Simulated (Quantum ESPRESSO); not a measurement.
```cif
data_Cs6O3
_chemical_formula_sum 'O3 Cs6'
_space_group_name_H-M_alt 'R-3m :H'
_space_group_IT_number 166
_space_group_name_Hall '-R 3 2"'
_cell_length_a 4.07481
_cell_length_b 4.07481
_cell_length_c 20.52448
_cell_angle_alpha 90.000
_cell_angle_beta 90.000
_cell_angle_gamma 120.000
loop_
_atom_site_label
_atom_site_type_symbol
_atom_site_symmetry_multiplicity
_atom_site_Wyckoff_symbol
_atom_site_fract_x
_atom_site_fract_y
_atom_site_fract_z
_atom_site_occupancy
O1 O 3 a 0.00000 0.00000 0.00000 1
Cs1 Cs 6 c 0.00000 0.00000 0.25942 1
```
(The calculation used a cell of 3 atoms; values per cell refer to that cell.)

The PBEsol cell relaxed from Materials Project entry mp-7988 was given an isotropic strain of -0.7 % on all lattice vectors, and the atoms were relaxed again.

### Question
What does PBEsol (pw.x of Quantum ESPRESSO, ONCV potentials, without SOC) give for the electronic structure near the Fermi level?

### Answer
The PBEsol gap is indirect, 1.04 eV, from L to Γ; the smallest direct gap is 1.62 eV.
